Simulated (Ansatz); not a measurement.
## SiGe: frozen normal mode

The calculation used Ansatz, DFT PBEsol, scalar-relativistic, plane waves, PAW. Settings: plane waves to 420 eV, k-mesh 12×12×6 (Γ-centred), Gaussian smearing 0.03 eV. No spin polarisation. Energies are free energies at this smearing, counted from the undisturbed cell; pressure is positive in compression.

Zero of the scan (as given, not relaxed at this level; it stands at -0.2 GPa, and it needn't be the usual structure):

```yaml
crystal:
  lattice:
    - [3.90445, 0.00000, 0.00000]
    - [-1.95223, 3.38135, 0.00000]
    - [0.00000, 0.00000, 6.45078]
  atoms:
    - { symbol: Si, position: [0.66667, 0.33333, 0.87461] }
    - { symbol: Si, position: [0.33333, 0.66667, 0.37461] }
    - { symbol: Ge, position: [0.66667, 0.33333, 0.50039] }
    - { symbol: Ge, position: [0.33333, 0.66667, 0.00039] }
```

A zone-centre mode of this cell is frozen in: each atom moves by x times its row below, so x is the largest displacement.
```
atom ux uy uz
 Si1  0.000  0.000   1.000
 Si2  0.000  0.000   1.000
 Ge3  0.000  0.000  -0.387
 Ge4  0.000  0.000  -0.387
```

| x (Å) | ΔE (meV/cell) |
| --- | --- |
| -0.1200 | 381.1 |
| -0.0900 | 206.9 |
| -0.0600 | 88.2 |
| -0.0300 | 20.8 |
| 0.0000 | 0.0 |
| 0.0300 | 20.9 |
| 0.0600 | 78.6 |
| 0.0900 | 167.4 |
| 0.1050 | 220.8 |
| 0.1200 | 280.2 |

(1) Predict the force along the mode (eV/Å) at each point.

## Answers

(1)
```csv
x (Å),force along the mode (eV/Å)
-0.1200,6.78
-0.0900,4.87
-0.0600,3.08
-0.0300,1.44
0.0000,-0.03
0.0300,-1.34
0.0600,-2.48
0.0900,-3.38
0.1050,-3.76
0.1200,-4.16
```